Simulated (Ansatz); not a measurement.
A generator proposed this cell of MnSi6.

```yaml
crystal:
  lattice:
    - [4.66664, 0.00000, 0.00000]
    - [0.00000, 4.66664, 0.00000]
    - [0.00000, 0.00000, 4.66664]
  atoms:
    - { symbol: Mn, position: [0.00000, 0.00000, 0.00000] }
    - { symbol: Si, position: [0.80113, 0.50000, 0.50000] }
    - { symbol: Si, position: [0.19887, 0.50000, 0.50000] }
    - { symbol: Si, position: [0.50000, 0.50000, 0.80113] }
    - { symbol: Si, position: [0.50000, 0.50000, 0.19887] }
    - { symbol: Si, position: [0.50000, 0.19887, 0.50000] }
    - { symbol: Si, position: [0.50000, 0.80113, 0.50000] }
```

These are results of Ansatz 0.2.0, DFT PBE, scalar-relativistic, plane waves, PAW, not measurements. Settings: cutoff 420 eV, Γ-centred mesh 4×4×4 on the computed 7-atom cell, Gaussian smearing of 0.10 eV; collinear spin from starting moments 4.0 0.0 0.0 0.0 0.0 0.0 0.0 μB.

Formation energies are uncorrected and refer to the elements' standard structures at the same level.

**Question.** What does a single point on this coarse mesh give?

**Answer.** The pressure is 107.0 GPa (it wants to expand), the largest force is 5.61 eV/Å, and the energy is +3.68 eV/atom against the elements. The shortest distance is 1.86 Å.

**Question.** How much does it gain on relaxing, and where does it end?

**Answer.** Relaxing gains about 2.5 eV/atom (the start's value is from the coarse mesh, so the gain is rough) in 17 ionic steps and ends at +1.21 eV/atom on the finer mesh. The symmetry stays Pm-3m (No. 221). The volume per atom grows by 100.4 %, from 14.5 to 29.1 Å³. The shortest distance goes from 1.86 Å (Si–Si) to 2.40 Å (Si–Si). Conventional cell: a = 5.884 Å. Mn has 24 Si at 4.33 Å (long contacts); Si is surrounded by 5 Si at 2.40–2.46 Å, 1 Si at 3.48 Å and 4 Mn at 4.33 Å.

The last run used collinear spin, an 8×8×8 mesh for its 7-atom cell and Gaussian smearing of 0.10 eV. Another magnetic order may lie lower. The relaxation can't lower the symmetry of the start. A structure relaxed within its symmetry needn't be a true minimum.
